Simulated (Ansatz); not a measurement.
AlOs:
```xyz
2
Lattice="2.9927 0.0000 0.0000 0.0000 2.9927 0.0000 0.0000 0.0000 2.9927" Properties=species:S:1:pos:R:3 pbc="T T T"
Al     0.0000     0.0000     0.0000
Os     1.4963     1.4963     1.4963
```

Relaxed with PBEsol. Special points in fractions of this cell's reciprocal vectors: Γ (0.000, 0.000, 0.000); X (0.000, 0.500, 0.000); M (0.500, 0.500, 0.000); R (0.500, 0.500, 0.500).

Problem. List the band energies nearest the Fermi level at these points for PBEsol with spin–orbit coupling (plane waves, PAW; program Ansatz).

Solution. In eV from the Fermi level; about four levels below and three above (degenerate sets whole), none deeper than 8.9 eV; points with the same levels are listed once.

```tsv
k	below	above
Γ	-4.36 -4.36 -4.36 -4.36	0.14 0.14 0.14 0.14
X	-2.15 -2.15 -1.75 -1.75	0.75 0.75 2.58 2.58
M	-1.57 -1.57 -1.24 -1.24	2.12 2.12 4.41 4.41
R	-5.48 -5.48 -5.48 -5.48 -5.18 -5.18	2.07 2.07 2.11 2.11
```

Space group Pm-3m (CsCl type). The first step of the workflow began from a Materials Project structure, measured or hypothetical; the Crystallography Open Database copy checked does not list it. With Al and Os taken as one species the cell has the higher symmetry Im-3m, so it may be an ordered model of a mixed-site phase. Its standing as an ambient phase is unchecked. The PBEsol relaxation kept the symmetry of its start; of distortions, only those at the zone centre were tested. The run is not spin-polarised.

Potentials: the later of the program's two PAW sets.
